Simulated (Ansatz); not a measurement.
## Data sheet: TiSi (DFT)

TiSi:
```yaml
crystal:
  lattice:
    - [1.80412, -2.06641, 0.00000]
    - [1.80412, 2.06641, 0.00000]
    - [0.00000, 0.00000, 3.78911]
  atoms:
    - { symbol: Ti, position: [0.50000, 0.50000, 0.00000] }
    - { symbol: Si, position: [0.00000, 0.00000, 0.50000] }
```

Space group Cmmm (No. 65); conventional cell a = 3.608 Å, b = 4.133 Å, c = 3.789 Å, α = 90.00°, β = 90.00°, γ = 90.00°.

Method: the program Ansatz at the PBEsol level (PAW). Structure relaxed to zero pressure with the same functional. Other levels are named where they apply.

**Cell and energy**

```
Item                                                           Value
-----------------------------------------------------  -------------
Volume per atom                                             14.13 Å³
Density                                                   4.46 g/cm³
Formation energy from the elements (no fitted shifts)  -0.61 eV/atom
```

**Electronic structure**

```
Quantity                                                                    Result
------------------------------------  --------------------------------------------
Electronic character                                             metallic (no gap)
Density of states at the Fermi level  0.50 states/eV per atom (mean over ±0.08 eV)
```

**Mechanics**

```
Property                                                                                                                                    Value
--------------------------------------------  ---------------------------------------------------------------------------------------------------
Bulk modulus (Birch–Murnaghan fit)                                                                                                        139 GPa
Pressure derivative B′                                                                                                                        4.5
Elastic constants (relaxed ions, GPa)         C11 = 219, C22 = 160, C33 = 269, C12 = 113, C13 = 124, C23 = 104, C44 = 14.9, C55 = 162, C66 = 91.1
Mechanical stability                                                                                       stable (all eigenvalues of C positive)
Hill bulk and shear moduli                                                                                                       143 and 56.8 GPa
Young's modulus                                                                                                                           150 GPa
Poisson's ratio                                                                                                                              0.33
Debye temperature from the elastic constants                                                                                                492 K
```

**Phonons**

```
Quantity                                       Result
-----------------------------  ----------------------
Highest zone-centre frequency                364 cm⁻¹
Zone-centre stability          no imaginary mode at Γ
```

The first step of the workflow began from a Materials Project structure, measured or hypothetical; the Crystallography Open Database copy checked does not list it. COD files the formula under space group No. 25. Its standing as an ambient phase is unchecked. Symmetry was held in the PBEsol relaxation. No spin polarisation was allowed. As this level gives no gap, shear constants depend on the k-mesh and smearing (Fermi–Dirac, 0.1 eV here). As this level gives no gap, phonon frequencies hold no LO–TO term and depend on the k-mesh and smearing (Fermi–Dirac, 0.1 eV here). The references are the lowest solids computed at this level, not always the standard phases.

Potentials: the earlier of the program's two PAW sets. The files were generated under PBE; for other functionals the program regenerates the frozen cores, and for LDA and PBEsol the local potential too.
